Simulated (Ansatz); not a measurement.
# BeH2O2: what a change does to the field gradients

Base: a COD entry, ions relaxed with r2SCAN at fixed cell.

```
Be H O
1.0
     4.53360    0.00000    0.00000
     0.00000    4.62550    0.00000
     0.00000    0.00000    7.03840
Be H O
4 8 8
Cartesian
  0.1654 3.2388 4.4065
  2.1014 1.3867 0.8873
  2.4322 3.6995 2.6319
  4.3682 0.9260 6.1511
  1.2363 0.4310 4.0026
  1.0305 4.1945 0.4834
  3.5031 1.8818 3.0358
  3.2973 2.7437 6.5550
  1.6010 1.9637 5.5036
  0.6658 2.6618 1.9844
  3.8678 0.3491 1.5348
  2.9326 4.2764 5.0540
  0.8271 0.5101 0.3484
  1.4397 4.1154 3.8676
  3.0939 1.8026 6.6900
  3.7065 2.8229 3.1708
  0.7059 1.8874 5.1288
  1.5609 2.7381 1.6096
  2.9727 0.4254 1.9096
  3.8277 4.2001 5.4288
```

Atoms are numbered from 1 in the order listed; like atoms form one site, named after its first atom.

All values are calculated (Ansatz; DFT, r2SCAN, plane waves and PAW, scalar-relativistic, 500 eV cutoff, Γ-centred 5×5×3 k-points, Fermi–Dirac smearing 0.02 eV), not measured.

Problem. Variant: atom 13 (O) moved by 0.10 Å along (0.054, 0.015, 0.083) Å. What happens to the gradients (10²¹ V/m²)?

Solution. 

```json
{"site": "Be1", "atoms": "1", "V_zz base": "0.060", "η base": "0.55", "V_zz variant": "0.061", "η variant": "0.23"}
{"site": "Be2", "atoms": "2", "V_zz base": "0.060", "η base": "0.55", "V_zz variant": "-0.15", "η variant": "0.66"}
{"site": "Be4", "atoms": "4", "V_zz base": "0.060", "η base": "0.55", "V_zz variant": "0.14", "η variant": "0.62"}
{"site": "H6", "atoms": "6", "V_zz base": "3.80", "η base": "0.05", "V_zz variant": "3.91", "η variant": "0.05"}
{"site": "H11", "atoms": "11", "V_zz base": "3.75", "η base": "0.05", "V_zz variant": "3.75", "η variant": "0.05"}
{"site": "H12", "atoms": "12", "V_zz base": "3.75", "η base": "0.05", "V_zz variant": "3.74", "η variant": "0.05"}
{"site": "O13", "atoms": "13", "V_zz base": "10.96", "η base": "0.48", "V_zz variant": "10.86", "η variant": "0.44"}
{"site": "O14", "atoms": "14", "V_zz base": "10.96", "η base": "0.48", "V_zz variant": "10.97", "η variant": "0.48"}
{"site": "O15", "atoms": "15", "V_zz base": "10.96", "η base": "0.48", "V_zz variant": "10.95", "η variant": "0.47"}
{"site": "O16", "atoms": "16", "V_zz base": "10.96", "η base": "0.48", "V_zz variant": "10.91", "η variant": "0.48"}
{"site": "O17", "atoms": "17", "V_zz base": "10.85", "η base": "0.46", "V_zz variant": "10.77", "η variant": "0.49"}
{"site": "O18", "atoms": "18", "V_zz base": "10.85", "η base": "0.46", "V_zz variant": "10.99", "η variant": "0.44"}
{"site": "O19", "atoms": "19", "V_zz base": "10.85", "η base": "0.46", "V_zz variant": "10.84", "η variant": "0.47"}
{"site": "O20", "atoms": "20", "V_zz base": "10.85", "η base": "0.46", "V_zz variant": "10.90", "η variant": "0.47"}
```

The largest change of V_zz along a kept axis is on O18, from 10.85 to 10.99. The whole tensor moves most on O13, by 1.78 along its most changed direction. In per cent, |V_zz| changes by 0 to +3 on H, -1 to +1 on O (all sites that start above 0.5). On Be4, Be2 the largest principal value lies along another axis in the second run, so the two V_zz can't be compared directly. The table leaves out 6 of the 20 sites, with |V_zz| up to 3.81; their tensors move by 0.02 at most along any direction. The statements above cover all sites. The number of symmetry-distinct sites goes from 5 to 20.

For the variant: The atoms aren't relaxed after the move (largest force 2.1 eV/Å).
